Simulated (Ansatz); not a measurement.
Mg2CdS3: zone-centre modes

All numbers below come from DFT PBE, scalar-relativistic, plane waves, PAW (Ansatz). Settings: 420 eV plane-wave cutoff, Γ-centred 6×6×4 mesh, fixed occupations. No spin polarisation. Phonons by linear response, acoustic sum rule imposed.

Relaxed structure:
```yaml
crystal:
  lattice:
    - [6.14003, -3.54513, 0.00000]
    - [6.14003, 3.54513, 0.00000]
    - [0.00000, 0.00000, 6.62144]
  atoms:
    - { symbol: Mg, position: [0.16605, 0.49782, 0.50148] }
    - { symbol: Mg, position: [0.83395, 0.50218, 0.00148] }
    - { symbol: Mg, position: [0.49782, 0.16605, 0.00148] }
    - { symbol: Mg, position: [0.50218, 0.83395, 0.50148] }
    - { symbol: Cd, position: [0.82955, 0.17045, 0.50196] }
    - { symbol: Cd, position: [0.17045, 0.82955, 0.00196] }
    - { symbol: S, position: [0.82404, 0.17596, 0.11346] }
    - { symbol: S, position: [0.16719, 0.48906, 0.12832] }
    - { symbol: S, position: [0.83281, 0.51094, 0.62832] }
    - { symbol: S, position: [0.17596, 0.82404, 0.61346] }
    - { symbol: S, position: [0.48906, 0.16719, 0.62832] }
    - { symbol: S, position: [0.51094, 0.83281, 0.12832] }
```

The structure comes from a proposed guess, relaxed at this level; another structure or a mixture of phases may lie lower. The run warned that its linear response isn't converged on this k mesh, so dielectric tensors, Born charges and infrared intensities are rough, and the frequencies may be too.

Q: Is this structure stable against zone-centre distortions?

A: Yes, at Γ: no optical mode is imaginary. Strains and other wave vectors aren't tested by this run.

Q: List the optical modes at Γ without the LO field (i marks imaginary ones).

A:
```tsv
frequency (THz)	degeneracy	IR intensity of the level ((D/Å)²/amu)
1.75	1	0.00
1.78	1	0.01
2.35	1	0.02
2.72	1	0.40
3.15	1	0.32
3.39	1	0.54
3.49	1	0.00
3.96	1	0.03
4.21	1	0.00
4.36	1	0.13
5.82	1	0.83
6.34	1	1.26
6.37	1	0.00
6.65	1	1.16
6.98	1	1.90
7.35	1	8.15
7.49	1	3.10
7.59	1	0.00
7.63	1	1.35
7.69	1	5.45
8.28	1	0.06
9.31	1	2.57
9.35	1	0.00
9.36	1	11.02
9.38	1	10.32
9.50	1	0.58
9.55	1	20.78
9.60	1	0.00
9.61	1	0.26
9.79	1	0.02
9.91	1	14.78
9.95	1	0.00
9.99	1	14.61
```
